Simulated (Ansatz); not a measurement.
Relaxed-ion elastic tensor of Pt (fcc (Cu type), Fm-3m) in GPa (Voigt order), plane-wave PAW LDA (Ansatz code); density 21.95 g/cm³, 14.76 Å³ per atom.

```
 384   270   270   0.0   0.0   0.0
 270   384   270   0.0   0.0   0.0
 270   270   384   0.0   0.0   0.0
 0.0   0.0   0.0  91.6   0.0   0.0
 0.0   0.0   0.0   0.0  91.6   0.0
 0.0   0.0   0.0   0.0   0.0  91.6
```

### Question
Is the crystal mechanically stable?

### Answer
Yes: the smallest eigenvalue of C is 91.6 GPa.

### Question
Work out the Voigt, Reuss and Hill averages.

### Answer
K_V = 308, K_R = 308, K_H = 308; G_V = 77.7, G_R = 73.7, G_H = 75.7 GPa.

### Question
Give Young's modulus, Poisson's ratio, Pugh's ratio and the universal anisotropy index.

### Answer
E = 9KG/(3K + G) = 210 GPa; ν = 0.39; K/G = 4.06 (ductile by the Pugh limit of 1.75); A_U = 5G_V/G_R + K_V/K_R − 6 = 0.27.

### Question
Estimate the sound speeds and the Debye temperature.

### Answer
v_l = √((K + 4G/3)/ρ) = 4310 m/s, v_t = √(G/ρ) = 1860 m/s, mean 2100 m/s; Θ = (h/k)(3n/4πV)^(1/3) v_m = 255 K.

### Question
Give the Zener ratio and Young's modulus along [100], [110] and [111].

### Answer
A = 2C44/(C11 − C12) = 1.61; 1/E = S11 − 2(S11 − S12 − S44/2)Γ with Γ = 0, 1/4, 1/3 gives 161, 220, 250 GPa.

The LDA relaxation kept the symmetry of its start. The run is not spin-polarised. As this level gives no gap, shear constants depend on the k-mesh and smearing (Fermi–Dirac, 0.1 eV here). On the denser mesh and wider smearing of the elastic run this cell carries a stress of 0.4 GPa. Spin–orbit coupling is left out wherever it is not named.

Potentials: the earlier of the program's two PAW sets.
